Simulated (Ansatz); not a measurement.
**Data sheet: LiC6 (DFT)**

LiC6:
```xyz
7
Lattice="4.3092 0.0000 0.0000 -2.1546 3.7319 0.0000 0.0000 0.0000 3.6564" Properties=species:S:1:pos:R:3 pbc="T T T"
Li     0.0000     0.0000     0.0000
C     -0.7188     1.2450     1.8282
C     -1.4358     2.4869     1.8282
C      2.8716     0.0000     1.8282
C      1.4376     0.0000     1.8282
C      1.4358     2.4869     1.8282
C      0.7188     1.2450     1.8282
```

Space group P6/mmm (No. 191); conventional cell a = b = 4.309 Å, c = 3.656 Å, α = β = 90.00°, γ = 120.00°.

Method: PBEsol (plane waves, PAW; program Ansatz). The cell and atoms are relaxed at this level. Other levels are named where they apply.

Cell and energy:

| Property | Result |
|---|---|
| Volume per atom | 8.40 Å³ |
| Density | 2.23 g/cm³ |
| Formation energy from the elements (no fitted shifts) | -0.036 eV/atom |

Electronic structure:

| Property | Value |
|---|---|
| Electronic character | metallic (no gap) |
| Density of states at the Fermi level | 0.16 states/eV per atom (mean over ±0.08 eV) |

Mechanics:

| Item | Result |
|---|---|
| Bulk modulus (Birch–Murnaghan fit) | 63.5 GPa |
| Pressure derivative B′ | 4.7 |
| Elastic constants (relaxed ions, GPa) | C11 = 940, C12 = 161, C13 = 1.9, C33 = 68.2, C44 = 18.8 |
| Mechanical stability | stable (all eigenvalues of C positive) |

Phonons:

| Property | Result |
|---|---|
| Highest zone-centre frequency | 1423 cm⁻¹ |
| Zone-centre stability | no imaginary mode at Γ |

The workflow started from a Materials Project entry (that database holds measured and hypothetical structures alike); the Crystallography Open Database copy checked does not list it. Its standing as an ambient phase is unchecked. The cell was relaxed with PBEsol under the symmetry of its start. As this level gives no gap, shear constants depend on the k-mesh and smearing (Fermi–Dirac, 0.1 eV here). As this level gives no gap, phonon frequencies hold no LO–TO term and depend on the k-mesh and smearing (Fermi–Dirac, 0.1 eV here). The references are the lowest solids computed at this level, not always the standard phases.

Potentials: the earlier of the program's two PAW sets. The files were generated under PBE; for other functionals the program regenerates the frozen cores, and for LDA and PBEsol the local potential too.
